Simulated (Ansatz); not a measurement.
Te$_{2}$Mo:
```yaml
crystal:
  lattice:
    - [3.54639, 0.00000, 0.00000]
    - [-1.77319, 3.07126, 0.00000]
    - [0.00000, 0.00000, 14.25638]
  atoms:
    - { symbol: Mo, position: [0.33333, 0.66667, 0.25000] }
    - { symbol: Mo, position: [0.66667, 0.33333, 0.75000] }
    - { symbol: Te, position: [0.33333, 0.66667, 0.62430] }
    - { symbol: Te, position: [0.66667, 0.33333, 0.12430] }
    - { symbol: Te, position: [0.66667, 0.33333, 0.37570] }
    - { symbol: Te, position: [0.33333, 0.66667, 0.87570] }
```

Plane-wave PAW r²SCAN+D4 (Ansatz code) gives a gap of 0.91 eV without spin–orbit coupling, maximum at Γ, minimum on the K–Γ line, 41 % of the way from K.

Q: What happens when spin–orbit coupling is switched on?

A: The gap shrinks by 0.01 eV, to 0.90 eV; maximum at Γ, minimum on the K–Γ line, 41 % of the way from K.

Q: Give the electron effective mass with spin–orbit coupling.

A: 0.40, 0.52, 0.83 mₑ (principal values).

Q: Give the hole effective mass with spin–orbit coupling.

A: 1.3, 1.3, 1.6 mₑ (principal values).

Space group P6_3/mmc. The cell was relaxed with r²SCAN+D4 under the symmetry of its start; of distortions, only those at the zone centre were tested. The run is not spin-polarised.

Potentials: the later of the program's two PAW sets.
